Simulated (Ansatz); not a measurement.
## TlCl in Ansatz, vacancy hop by nudged elastic band

The input file (Ansatz 0.2.0, plane waves):

```yaml
crystal:
  lattice:
    - [7.745406, 0.0, 0.0]
    - [0.0, 7.745406, 0.0]
    - [0.0, 0.0, 7.745406]
  atoms:
    - { symbol: Tl, position: [-0.00074022, 0.00290139, 0.00468824] }
    - { symbol: Cl, position: [0.25302965, 0.24949094, 0.24845048] }
    - { symbol: Tl, position: [0.00072731, -0.00144622, 0.4947797] }
    - { symbol: Cl, position: [0.25264429, 0.24686087, 0.75227356] }
    - { symbol: Tl, position: [-0.00224574, 0.4959992, 0.00160813] }
    - { symbol: Cl, position: [0.24969448, 0.74883456, 0.25078886] }
    - { symbol: Tl, position: [-0.00201987, 0.50044043, 0.50133578] }
    - { symbol: Cl, position: [0.25244484, 0.74969359, 0.75087107] }
    - { symbol: Tl, position: [0.50400094, -0.00283139, 0.0043175] }
    - { symbol: Cl, position: [0.74847472, 0.24523129, 0.25244139] }
    - { symbol: Tl, position: [0.49793464, -0.00347816, 0.49931101] }
    - { symbol: Cl, position: [0.7501721, 0.24968661, 0.75235117] }
    - { symbol: Tl, position: [0.49588709, 0.49845683, -8.69e-06] }
    - { symbol: Tl, position: [0.50058973, 0.49896713, 0.50070244] }
    - { symbol: Cl, position: [0.75164729, 0.75068999, 0.75308461] }
kpoints:
  mp_grid: { grid: [2, 2, 2] }
magnetization:
  spin_polarized: false
scf:
  occupations: { method: cold, width: 0.15 }
hamiltonian:
  pseudopotentials: { kind: paw }
  xc: pbe
basis:
  ecutwfc: 420
neb:
  images: 3
  relax_end_points: true
  climbing: true
  f_tol: 0.05
  max_iterations: 40
  order_check: false
  final_atoms:
    - { symbol: Tl, position: [-0.00074022, 0.00290139, 0.00468824] }
    - { symbol: Cl, position: [0.25302965, 0.24949094, 0.24845048] }
    - { symbol: Tl, position: [0.00072731, -0.00144622, 0.4947797] }
    - { symbol: Cl, position: [0.25264429, 0.24686087, 0.75227356] }
    - { symbol: Tl, position: [-0.00224574, 0.4959992, 0.00160813] }
    - { symbol: Cl, position: [0.74866862, 0.75191646, 0.25129867] }
    - { symbol: Tl, position: [-0.00201987, 0.50044043, 0.50133578] }
    - { symbol: Cl, position: [0.25244484, 0.74969359, 0.75087107] }
    - { symbol: Tl, position: [0.50400094, -0.00283139, 0.0043175] }
    - { symbol: Cl, position: [0.74847472, 0.24523129, 0.25244139] }
    - { symbol: Tl, position: [0.49793464, -0.00347816, 0.49931101] }
    - { symbol: Cl, position: [0.7501721, 0.24968661, 0.75235117] }
    - { symbol: Tl, position: [0.49588709, 0.49845683, -8.69e-06] }
    - { symbol: Tl, position: [0.50058973, 0.49896713, 0.50070244] }
    - { symbol: Cl, position: [0.75164729, 0.75068999, 0.75308461] }
```

Launch command:

```bash
ansatz run input.yaml --threads 4 --pin off --max-ram 8192MiB --backend cpu --events-out ev --progress --plain --runs-dir out
```

Origin of the cell: a database entry, scaled a little.

The cell is 2×2×2 cells of TlCl with one Cl taken out; atom 6 (Cl) hops into the empty site, 3.87 Å away before the end points are relaxed. All atoms were shaken by about 0.02 Å first.

Output (shortened):

```
Warning: neb: disabling space-group detection — the band's intermediate images generally break the endpoint symmetry, so no spatial operation reduces the k-mesh or symmetrises the density, ex […]
Pseudopotentials: kind: paw
Pseudopotential: Tl, paw, valence charge 13, recommended cutoff 420 eV (normal), Tl.paw.azcp
Pseudopotential: Cl, paw, valence charge 7, recommended cutoff 420 eV (normal), Cl.paw.azcp
Functional definition: PBE
  exchange = pbe_x(kappa = kappa, mu = beta*pi^2/3)
  correlation = pbe_c(beta = beta)
parallel-image band execution: 3 concurrent image workers
NEB image 0
Crystal: 15 atoms, lattice volume = 464.657 Å³
Basis set: ecut = 420 eV, 9045 PW (Γ), exchange–correlation on 108×108×108 points (8 copies of the dense FFT grid, shifted against one another)
Bands: 92, of which v1, the nominal top of the filled ones, is band 77 counted from 1 (76 counted from 0)
[… 6 lines left out …]
Initial density: superposition of atomic densities (neutral atoms: chi_scale 0, normalization atom), corrected by the library's trained network
Functional: x = pbe(κ = 0.804, μ = 0.219515), c = pbe(β = 0.066725)
SCF iter   1: F=—  HF=-99122.674764 eV  Δρ=2.07e-3  dr2=5.40e-2
SCF iter   2: F=—  HF=-99122.662813 eV  S|Δr|=    0.00e0  Δρ=2.28e-3  dr2=4.07e-2
SCF iter   3: F=—  HF=-99122.650976 eV  S|Δr|=    0.00e0  Δρ=2.77e-4  dr2=7.86e-4
[… 3 lines left out …]
SCF iter   7: F=—  HF=-99122.651652 eV  S|Δr|=    0.00e0  Δρ=1.12e-5  dr2=2.06e-6
SCF iter   8: F=—  HF=-99122.651653 eV  S|Δr|=    0.00e0  Δρ=4.25e-6  dr2=3.50e-7
SCF iter   9: F=-99122.651653 eV  HF=-99122.651653 eV  S|Δr|=    0.00e0  Δρ=2.55e-6  dr2=4.73e-8
NEB iter   1: max|band force component| = 6.375e-1 eV/Å  barrier→ = 0.5380 eV  barrier← = 0.5380 eV  Δτ_max = 0.2000 Å  (45 SCF iters)
NEB iter   2: max|band force component| = 1.566e-1 eV/Å  barrier→ = 0.1680 eV  barrier← = 0.1680 eV  CI = image 2  Δτ_max = 0.0480 Å  (24 SCF iters)
NEB iter   3: max|band force component| = 6.101e-2 eV/Å  barrier→ = 0.1481 eV  barrier← = 0.1481 eV  CI = image 2  Δτ_max = 0.0294 Å  (21 SCF iters)
NEB iter   4: max|band force component| = 1.584e-2 eV/Å  barrier→ = 0.1467 eV  barrier← = 0.1467 eV  CI = image 2  Δτ_max = 0.0000 Å  (18 SCF iters)
--- NEB band (5 images, 4 band iterations, 108 SCF iterations, 36 more in tests of the images' electronic states and relaxations of end points) ---
  forward barrier  = 0.146700 eV
  backward barrier = 0.146723 eV
  lagrangian_above_aufbau_ev (what the smearing adds, to first order; not taken off the barriers): saddle image +0.004152 eV, end points -0.022941 and -0.023085 eV
  climbing image's point = of an order that was not read
  energies are F+E_penalty+E_count in eV, relative to image 0
  image     s (Å)  Δ vs image 0  max|band force component| (eV/Å)
      0    0.0000      0.000000                                 —
      1    0.9737      0.050196                          1.414e-2
  *   2    1.9475      0.146700                          5.898e-3
      3    2.9249      0.049803                          1.584e-2
      4    3.9024     -0.000023                                 —
```

The converged band:

```csv
image,path over all atoms (Å),ΔF (eV),Cl x,y,z (Å)
0,0.00,0.000,1.94,5.80,1.95
1,0.97,0.050,2.88,5.80,1.95
2,1.95,0.147,3.87,5.80,1.95
3,2.92,0.050,4.87,5.80,1.95
4,3.90,0.000,5.81,5.80,1.95
```

Relaxed start, forces in eV/Å:

```xyz
15
Lattice="7.745 0.000 0.000 0.000 7.745 0.000 0.000 0.000 7.745" Properties=species:S:1:pos:R:3:forces:R:3 pbc="T T T" image=0
Tl    0.038    0.020   -0.026    0.000   -0.003    0.002
Cl    1.939    1.928    1.947    0.001   -0.001    0.002
Tl    0.030    0.027    3.907    0.000    0.000   -0.001
Cl    1.940    1.926    5.819   -0.001    0.000   -0.002
Tl    0.019    3.830   -0.021    0.002   -0.001    0.002
Cl    1.941    5.797    1.946    0.000    0.002   -0.002
Tl    0.029    3.842    3.912    0.003   -0.001   -0.003
Cl    1.937    5.792    5.817    0.003    0.002    0.001
Tl    3.848    0.027   -0.023    0.001    0.001    0.003
Cl    5.813    1.911    1.945   -0.004    0.000   -0.001
Tl    3.842    0.011    3.913    0.000    0.004   -0.002
Cl    5.812    1.927    5.815   -0.001    0.000    0.002
Tl    3.832    3.840   -0.021    0.001   -0.001    0.001
Tl    3.847    3.830    3.909    0.000   -0.004   -0.001
Cl    5.814    5.798    5.829   -0.005    0.001    0.000
```

Highest image (2), forces in eV/Å:

```xyz
15
Lattice="7.745 0.000 0.000 0.000 7.745 0.000 0.000 0.000 7.745" Properties=species:S:1:pos:R:3:forces:R:3 pbc="T T T" image=2
Tl    0.009   -0.011    0.006   -0.001    0.002   -0.003
Cl    1.907    1.932    1.946    0.003   -0.002    0.000
Tl   -0.001   -0.004    3.874    0.001    0.003    0.004
Cl    1.722    1.925    5.818   -0.006    0.000   -0.001
Tl   -0.009    3.865    0.014    0.003   -0.005   -0.003
Cl    3.874    5.798    1.945    0.000   -0.001    0.000
Tl    0.002    3.871    3.885    0.000   -0.003    0.003
Cl    1.907    5.796    5.818    0.003    0.001    0.000
Tl    3.881    0.150   -0.146   -0.001   -0.001    0.003
Cl    5.842    1.921    1.946   -0.004    0.002    0.000
Tl    3.871    0.143    4.045    0.001   -0.003   -0.002
Cl    6.027    1.928    5.818    0.003   -0.001    0.000
Tl    3.865    3.705   -0.155    0.003    0.004    0.003
Tl    3.875    3.697    4.035    0.001    0.002   -0.002
Cl    5.842    5.801    5.820   -0.005    0.000   -0.001
```

Relaxed end, forces in eV/Å:

```xyz
15
Lattice="7.745 0.000 0.000 0.000 7.745 0.000 0.000 0.000 7.745" Properties=species:S:1:pos:R:3:forces:R:3 pbc="T T T" image=4
Tl   -0.013    0.025   -0.027   -0.001    0.001   -0.001
Cl    1.938    1.945    1.946    0.000   -0.002   -0.001
Tl   -0.032    0.026    3.902   -0.002    0.000    0.000
Cl    1.941    1.927    5.818   -0.002   -0.002    0.000
Tl   -0.046    3.839   -0.015    0.000   -0.001    0.002
Cl    5.814    5.800    1.946    0.000    0.000   -0.001
Tl   -0.030    3.840    3.920    0.001   -0.002   -0.001
Cl    1.935    5.799    5.820    0.003    0.002    0.000
Tl    3.917    0.009   -0.012    0.002    0.002    0.002
Cl    5.810    1.924    1.946   -0.001    0.001    0.000
Tl    3.896    0.014    3.920    0.002    0.000   -0.001
Cl    5.812    1.928    5.819   -0.001   -0.002   -0.001
Tl    3.887    3.824   -0.033    0.001    0.000    0.004
Tl    3.904    3.827    3.904    0.002    0.000   -0.003
Cl    5.811    5.802    5.817   -0.003    0.003    0.002
```

Barrier of this path: 0.15 eV forwards, 0.15 eV backwards, after 4 band iterations.

Caveats: no moments, though an odd count or open d shells may carry them; no spin-orbit coupling, though heavy elements are present; the k mesh is coarse if the cell is a metal; a small cell with a neutral vacancy and no spin, whose shape can make like sites unlike; the cell is held at a rescaled volume, and strain moves barriers; the hop was drawn among near neighbours and need not be the easiest path; few images and a loose tolerance, and neither the top nor the ends were tested for their order.

Time: 95 s on 4 threads of Arm Neoverse V2, on a shared host, peak memory 1.9 GiB, from the program's own first density.
